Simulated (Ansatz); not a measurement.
A plane-wave DFT run in Ansatz 0.2.0 (scalar-relativistic PAW potentials unless the input names others): input and command.

```yaml
crystal:
  lattice:
    - [4.2221066157, 0.0, 0.0]
    - [0.0, 4.2221066157, 0.0]
    - [0.0, 0.0, 4.2221066157]
  atoms:
    - { symbol: Te, position: [0.0, 0.0, 0.0], spin: 2.0 }
    - { symbol: S, position: [0.0, 0.5, 0.5] }
    - { symbol: S, position: [0.5, 0.0, 0.5] }
    - { symbol: S, position: [0.5, 0.5, 0.0] }
basis:
  ecutwfc: 500
kpoints:
  mp_grid: { grid: [12, 12, 12] }
hamiltonian:
  xc: r2scan
scf:
  occupations: { method: gaussian, width: 0.1 }
  max_iter: 100
output:
  forces: true
  eigenvalues: true
  stress: true
```

```bash
ansatz run input.yaml --threads 1 --pin off --max-ram 2560MiB --backend cpu --events-out ev --progress --plain --runs-dir out
```

Task: What is wrong with this input?

Result: The program refuses it, because of a moment without spin polarisation (crystal.atoms[0].spin: not typed → 2.0). Without that key it is accepted.

Abridged log:
```
Error: inconsistent input (magnetization.spin_polarized): false but per-atom `spin:`, `per_species`, `initial_magnetization`, `magnetic_field`, or `spin_locking` is set
```